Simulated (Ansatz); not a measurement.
GaAs:
```yaml
crystal:
  lattice:
    - [3.74256, 0.00000, 0.00000]
    - [-1.87128, 3.24115, 0.00000]
    - [0.00000, 0.00000, 6.30295]
  atoms:
    - { symbol: Ga, position: [0.00000, 0.00000, 0.00000] }
    - { symbol: Ga, position: [0.00000, 0.00000, 0.50000] }
    - { symbol: As, position: [0.33333, 0.66667, 0.25000] }
    - { symbol: As, position: [0.66667, 0.33333, 0.75000] }
```

Relaxed with r²SCAN.

Task: Map the valence electron density (e/Å³), cut off at 2 on the plane through (0.000, 0.000, 0.000) spanned by u = [0, 0, 1] and v = [1, -1, 0] in lattice vectors, from r²SCAN in the plane-wave PAW code Ansatz.

Result: x is the fraction of u, y of v (the angle between them is 90°; rows are the nearest grid lines); atoms in the plane: Ga at (0.00, 0.00), Ga at (0.50, 0.00), As at (0.25, 0.33), As at (0.75, 0.67).
```
|999931000001399999993100000139999|
|999821000001289999982100000128999|
|974210000000124797421100000112479|
|221100000000011222211111111111222|
|000000000000000000111222222211100|
|000000000000000000112245654221100|
|000000000000000000112499999421100|
|000000000000000000124999999942100|
|000000000000000000124999999942100|
|000000000000000000112599999521100|
|000000000000000000011357975311000|
|000000000000000000001122322110000|
|000011223221100000000000000000000|
|000113579753110000000000000000000|
|001125999995211000000000000000000|
|001249999999421000000000000000000|
|001249999999421000000000000000000|
|001124999994211000000000000000000|
|001122456542211000000000000000000|
|001112222222111000000000000000000|
|222111111111112222110000000001122|
|974211000001124797421000000012479|
|999821000001289999982100000128999|
|999931000001399999993100000139999|
```
Scale: ten equal steps from 0.036 (start of '0') to 2.00 (end of '9'), in the order '0123456789'; x runs from 0.000 to 1.00, y from 0.000 (bottom) to 1.00 (top).

The density is the valence pseudo-density with augmentation charge, so density and ELF within about 1 Å of a nucleus are not all-electron values.

Space group P6_3/mmc (NiAs type). The start of the workflow was typed in or built on a structure type; neither database checked (COD, Materials Project) lists it. It is not the phase usual at ambient conditions (space group No. 216). Symmetry was held in the r²SCAN relaxation; its stability against distortions is not shown here.

Potentials: the later of the program's two PAW sets.
